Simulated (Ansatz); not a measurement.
# Kick test of a cell of ZrTl2F6

It was reached by relaxing an invented guess, and it needn't be the stable form of this composition.

All numbers below come from DFT PBE, scalar-relativistic, plane waves, PAW in Ansatz. Cutoff 420 eV; k points 6×6×6 on the computed 9-atom cell (Γ-centred); Gaussian smearing, width 0.02 eV; no spin polarisation.

The cell below (9 atoms, space group Fm-3m (No. 225)) is relaxed within its symmetry.

```
CELL_PARAMETERS angstrom
0.00000 4.52808 4.52808
4.52808 0.00000 4.52808
4.52808 4.52808 0.00000
ATOMIC_POSITIONS crystal
Zr 0.00000 0.00000 0.00000
Tl 0.25000 0.25000 0.25000
Tl 0.75000 0.75000 0.75000
F 0.77655 0.22345 0.22345
F 0.22345 0.77655 0.77655
F 0.22345 0.77655 0.22345
F 0.77655 0.22345 0.77655
F 0.22345 0.22345 0.77655
F 0.77655 0.77655 0.22345
```

For the test it was strained at random (σ = 1.5 % a component), the atoms were moved at random (σ = 0.05 Å), and all was relaxed again on a coarse 4×4×4 mesh (in the run’s order of axes) with 0.10 eV smearing, with no symmetry imposed.

Spin–orbit coupling, which can matter for Tl, is left out.

Question: Is the structure stable against such a distortion?

Answer: It doesn't return. The energy falls by 44 meV/atom on that mesh, the volume changes by 31.0 %, and the end has space group P-1 (No. 2) at a loose tolerance. Relaxed again on a 6×4×4 mesh with 0.02 eV smearing, the new structure lies 45 meV/atom below the first (mesh in the axes of the run's cell; the cell below is made exact in the group named). Space group P-1 (No. 2), triclinic, a = 6.652 Å, b = 6.795 Å, c = 6.925 Å, α = 98.7°, β = 113.8°, γ = 113.3°. Around Zr lie 6 F at 2.03 Å; around Tl lie 6 F at 2.76–2.97 Å; F on its first site has 1 Zr at 2.03 Å, 4 F at 2.82–2.93 Å and 2 Tl at 2.86–2.88 Å; F on its second site has 1 Zr at 2.03 Å, 1 Tl at 2.78 Å, 4 F at 2.82–2.92 Å and 1 Tl at 2.97 Å; 1 more site not described.

```yaml
crystal:
  lattice:
    - [6.65230, 0.00000, 0.00000]
    - [-2.68293, 6.24310, 0.00000]
    - [-2.79601, -2.34239, 5.88687]
  atoms:
    - { symbol: Zr, position: [0.00000, 0.00000, 0.00000] }
    - { symbol: Tl, position: [0.50522, 0.78893, 0.21734] }
    - { symbol: Tl, position: [0.49478, 0.21107, 0.78266] }
    - { symbol: F, position: [0.84214, 0.13849, 0.13265] }
    - { symbol: F, position: [0.15786, 0.86151, 0.86735] }
    - { symbol: F, position: [0.25269, 0.03460, 0.31076] }
    - { symbol: F, position: [0.74731, 0.96540, 0.68924] }
    - { symbol: F, position: [0.25360, 0.31338, 0.03368] }
    - { symbol: F, position: [0.74640, 0.68662, 0.96632] }
```
